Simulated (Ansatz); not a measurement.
The relaxed structure here is a generated cell of ZnSe: the first start was made by a random draw of sites in a space group, and the end was not matched to a known phase here, so it may be hypothetical. Known forms of ZnSe include space group No. 216.

One stationary structure of ZnSe. Space group P2/m (No. 10). Calculation: r2SCAN (plane waves to 500 eV, PAW, scalar-relativistic; Ansatz, a first-principles code).

```xyz
8
Lattice="5.4423 0.0000 0.0000 0.0000 3.8186 0.0000 -1.9496 0.0000 8.4264" Properties=species:S:1:pos:R:3 pbc="T T T"
Se     1.2647     0.0000     6.7635
Se     2.2279     0.0000     1.6629
Se     3.4228     1.9093     4.8010
Se     0.0699     1.9093     3.6254
Zn     2.7211     1.9093     0.0000
Zn     0.3381     1.9093     1.1517
Zn     3.1545     1.9093     7.2747
Zn     1.7463     0.0000     4.2132
```

| Property | Value |
|---|---|
| Volume per atom | 21.89 Å³ |
| Band gap | zero (metallic) |
| Shortest distances | Se–Se 2.40 Å; Zn–Zn 2.40 Å; Se–Zn 2.49 Å |
| k-mesh | 6×9×4 |

Band energies at high-symmetry points (eV from the Fermi level; labels of this space group; no spin-orbit coupling), from −5 eV up to 5.0 eV:

| point | energies |
|---|---|
| Γ | -4.37 -3.73 -3.49 -3.14 -2.63 -2.29 -1.86 -1.47 -1.12 0.06 0.84 1.85 2.50 3.09 3.48 |
| Z | -3.53 -3.10 -2.88 -2.85 -2.26 -2.10 -1.37 -0.98 0.87 1.71 1.72 2.12 2.62 2.93 3.79 4.52 |
| D | -4.37 -4.31 -3.41 -3.12 -2.98 -2.18 -1.64 -1.44 -1.15 0.56 0.89 1.98 2.73 3.67 4.12 4.63 |
| B | -4.73 -4.56 -3.18 -2.96 -2.89 -2.29 -1.45 -0.90 -0.77 -0.05 0.92 1.92 2.75 2.98 3.60 4.78 |
| A | -4.44 -4.22 -3.09 -2.44 -2.16 -1.92 -1.81 -1.55 -0.41 -0.41 0.87 1.04 2.78 3.68 4.45 4.56 |
| E | -4.52 -4.44 -4.11 -3.10 -2.30 -1.85 -1.61 -0.11 0.61 2.01 2.66 3.70 3.77 |
| C2 | -4.55 -3.71 -2.92 -2.59 -2.41 -2.04 -1.84 -0.91 -0.51 2.45 3.16 3.34 3.62 |
| Y2 | -4.52 -2.58 -2.42 -2.26 -1.93 -1.36 -1.04 -0.97 -0.46 0.27 2.04 2.26 3.28 3.38 4.36 |

The relaxed cell holds bonded Se–Se pairs (2.40 Å). No spin polarisation in the result.

The run could not lose the symmetry of its start, so the end can be a saddle point.
